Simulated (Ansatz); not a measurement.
**Question.** Name crystals whose computed values (the program Ansatz at the LDA level (PAW)) fall in these windows: B₀ by P(V) fit (GPa) 300 to 410; Θ_D (K) 680 to 840; highest Γ mode, no LO–TO term (cm⁻¹) 300 to 370.

**Answer.** 

| crystal | B₀ by P(V) fit (GPa) | Θ_D (K) | highest Γ mode, no LO–TO term (cm⁻¹) |
|---|---|---|---|
| Fe, hcp (Mg type) | 349 | 730 | 347 |
Others may fit too.

Not the usual ambient phase: Fe, hcp (Mg type). The cell was relaxed under the symmetry of its start. Rows with no word on spin ran without spin polarisation.

Potentials: the later of the program's two PAW sets.
